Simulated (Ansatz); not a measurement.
Sb3Au, DFT, LDA, all-electron LAPW, scalar-relativistic (Ansatz 0.2.0), run on 1 thread of AMD EPYC 9R45 96-Core Processor (Zen 5) on a shared host.

The geometry is COD entry 1510290, unchecked; take it as a test cell.

Command: `ansatz run input.yaml --threads 1 --pin off --max-ram 4096MiB --backend cpu --events-out ev --progress --plain --runs-dir out`

```yaml
crystal:
  lattice:
    - [-3.04, 3.04, 3.04]
    - [3.04, -3.04, 3.04]
    - [3.04, 3.04, -3.04]
  atoms:
    - { symbol: Sb, position: [0.0, 0.5, 0.5] }
    - { symbol: Sb, position: [0.5, 0.0, 0.5] }
    - { symbol: Sb, position: [0.5, 0.5, 0.0] }
    - { symbol: Au, position: [0.0, 0.0, 0.0] }
kpoints:
  mp_grid: { grid: [10, 10, 10] }
  band_path:
    path:
      - [0.0, 0.0, 0.0]
      - [0.5, -0.5, 0.5]
      - [0.0, 0.0, 0.5]
      - [0.0, 0.0, 0.0]
      - [0.25, 0.25, 0.25]
      - [0.5, -0.5, 0.5]
      - [0.25, 0.25, 0.25]
      - [0.0, 0.0, 0.5]
    npoints: 14
scf:
  occupations: { method: fermi_dirac, width: 0.05 }
hamiltonian:
  xc: lda
  pseudopotentials: { kind: all_electron, lapw: { basis_error: 0.001 } }
output:
  forces: true
  stress: true
  eigenvalues: true
  fatbands: true
  populations: true
  dos: { projected: true, de: 0.2, e_range: [-14, 8] }
```

(1) How large is the problem that the program sets up?

(2) Estimate the wall time and the peak memory.

(3) And the same cell and mesh by PAW (frozen-core files), asked for forces, stress, eigenvalues, efg, populations, bader, dos, write_density, write_potential, elf and the same band path, on the same hardware?

(4) And the same cell and mesh by all-electron PAW (datasets made for this crystal), asked for forces, stress, eigenvalues, efg and the same band path, on the same hardware?

Results:

(1) 47 irreducible k-points, 791 plane waves at Γ, 62 bands.

(2) 44 s of wall time for 8 SCF iterations, with a peak of 0.7 GiB. Times on shared machines scatter by tens of per cent.

(3) 20 s, peak memory 0.6 GiB.

(4) 11 s, peak memory 0.66 GiB.
